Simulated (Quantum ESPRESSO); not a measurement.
Band energies of Si

```xyz
2
Lattice="0.0000 2.7161 2.7161 2.7161 0.0000 2.7161 2.7161 2.7161 0.0000" Properties=species:S:1:pos:R:3 pbc="T T T"
Si     4.0742     4.0742     4.0742
Si     2.7161     2.7161     2.7161
```

PBEsol (pw.x of Quantum ESPRESSO, ONCV potentials, no spin-orbit coupling); path ΓXWKΓLUWLK,UX; energies in eV from the valence-band maximum.

| k (1/Å) | point | band 1 | band 2 | band 3 | band 4 | band 5 | band 6 | band 7 |
|---|---|---|---|---|---|---|---|---|
| 0.00 | Γ | -11.99 | 0.00 | 0.00 | 0.00 | 2.51 | 2.51 | 2.51 |
| 0.53 |  | -11.09 | -3.12 | -1.73 | -1.73 | 1.18 | 3.38 | 5.32 |
| 1.16 | X | -7.83 | -7.83 | -2.87 | -2.87 | 0.60 | 0.60 | 10.03 |
| 1.74 | W | -7.66 | -7.66 | -3.90 | -3.90 | 4.18 | 4.18 | 4.93 |
| 2.14 | K | -8.24 | -7.24 | -4.36 | -2.44 | 1.10 | 4.04 | 7.41 |
| 2.45 |  | -9.46 | -6.04 | -4.16 | -1.65 | 2.02 | 5.32 | 5.64 |
| 3.06 |  | -11.68 | -1.88 | -1.07 | -0.15 | 2.83 | 2.91 | 3.00 |
| 3.37 | Γ | -11.99 | 0.00 | 0.00 | 0.00 | 2.51 | 2.51 | 2.51 |
| 3.57 |  | -11.85 | -1.16 | -0.20 | -0.20 | 2.51 | 2.81 | 2.81 |
| 4.17 |  | -10.10 | -6.31 | -1.13 | -1.13 | 1.53 | 3.35 | 3.35 |
| 4.37 | L | -9.64 | -7.01 | -1.21 | -1.21 | 1.45 | 3.28 | 3.28 |
| 4.68 |  | -9.34 | -6.88 | -2.89 | -1.65 | 2.06 | 3.91 | 4.33 |
| 5.08 | U | -8.24 | -7.24 | -4.36 | -2.44 | 1.10 | 4.04 | 7.41 |
| 5.29 |  | -8.09 | -7.31 | -4.24 | -3.13 | 2.23 | 4.13 | 6.10 |
| 5.49 | W | -7.66 | -7.66 | -3.90 | -3.90 | 4.18 | 4.18 | 4.93 |
| 5.90 |  | -9.10 | -6.82 | -3.49 | -2.18 | 2.99 | 3.04 | 5.86 |
| 6.31 | L | -9.64 | -7.01 | -1.21 | -1.21 | 1.45 | 3.28 | 3.28 |
| 6.40 |  | -9.62 | -7.00 | -1.44 | -1.25 | 1.66 | 3.24 | 3.38 |
| 6.93 |  | -8.47 | -7.04 | -4.38 | -2.32 | 1.24 | 4.70 | 6.81 |
| 7.02 | K | -8.24 | -7.24 | -4.36 | -2.44 | 1.10 | 4.04 | 7.41 |
| 7.02 | U | -8.24 | -7.24 | -4.36 | -2.44 | 1.10 | 4.04 | 7.41 |
| 7.42 | X | -7.83 | -7.83 | -2.87 | -2.87 | 0.60 | 0.60 | 10.03 |

The PBEsol gap is indirect, 0.46 eV, from Γ to 82 % of the way from Γ to X; the smallest direct gap is 2.51 eV.

Geometry relaxed with PBEsol.
